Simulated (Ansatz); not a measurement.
## Si3N4: Electric field gradients

The cell is a computed structure from the Materials Project (it need not be an observed phase), atoms as given.

Space group P6_3/m (No. 176); a = 7.6045, c = 2.9052 Å, γ = 120.00°.

| site | Wyckoff | site symmetry | x | y | z |
| --- | --- | --- | --- | --- | --- |
| Si | 6h | m.. | 0.2311 | 0.8249 | 0.7500 |
| N7 | 2d | -6.. | 0.3333 | 0.6667 | 0.7500 |
| N9 | 6h | m.. | 0.9692 | 0.6699 | 0.7500 |

One atom of each set is listed.

All values are calculated (Ansatz; DFT, r2SCAN, plane waves and PAW, scalar-relativistic, 500 eV cutoff, Γ-centred 4×4×10 k-points, Fermi–Dirac smearing 0.02 eV), not measured.

V_zz is the principal component of the electric field gradient with the largest magnitude, η = (V_xx − V_yy)/V_zz and C_Q = eQV_zz/h.

¹⁴N: I = 1, Q = 20.44 mb. Nuclear quadrupole moments: year-2017 set (Pyykkö).

```
site  atoms          first shell  V_zz (10²¹ V/m²)     η  C_Q (MHz)
  Si      6   4 N at 1.73–1.74 Å              0.95  0.46          –
  N7      2       3 Si at 1.73 Å             -4.98  0.00      -2.46
  N9      6  3 Si at 1.73–1.74 Å             -4.92  0.07      -2.43
```

An axis of threefold or higher order runs through N7, so V_zz lies along it and η is zero. At N9 V_zz stands upright on the plane through its three neighbours (within 3°).

Si has no stable isotope with a ground-state quadrupole moment in the table, so no C_Q is given.
